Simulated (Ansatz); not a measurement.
## ZnCu: stiffness from a series of strains

```
CELL_PARAMETERS angstrom
2.94500 0.00000 0.00000
0.00000 2.94500 0.00000
0.00000 0.00000 2.94500
ATOMIC_POSITIONS crystal
Zn 0.50000 0.50000 0.50000
Cu 0.00000 0.00000 0.00000
```

Atoms are numbered in the order listed.

The geometry is COD entry 9008814, unchecked; take it as a test cell.

These are results of DFT, PBEsol, all-electron LAPW, scalar-relativistic in Ansatz 0.2.0, not measurements.

Sampling and basis: a Γ-centred 14×14×14 k mesh, Fermi–Dirac smearing of 0.05 eV, basis error target 0.5 meV/atom, no spin polarisation.

The strain is applied along the Cartesian axes of the cell as listed (the other components stay zero). Fractional coordinates are held (clamped ions).

σ is the change of stress from the unstrained cell, which is at -4.75 GPa; tension is positive, so slopes are stress–strain coefficients at that pressure. In a metal the k mesh adds noise.

Only quantities that a quadratic follows smoothly over the whole series are listed; rougher ones are left out.

```tsv
εzz	σzz (GPa)	σxx (GPa)
-0.0200	-3.09	-2.10
0.0000	0.00	0.00
0.0100	1.43	0.92
0.0200	2.51	1.90
```

Fit the series and read off the stiffness at zero strain.

Least-squares fits y = p0 + p1 x + p2 x² to the rows give σzz (GPa): p1 = 141, p2 = -820; σxx (GPa): p1 = 99.6, p2 = -200. So C11 = 141 GPa and C12 = 100 GPa, which gives B = (C11 + 2 C12)/3 = 114 GPa.

One run, at εzz = -0.0100, is withheld. Predict its row.

The fits give -1.44, -1.04; the run gave -1.56, -0.98.
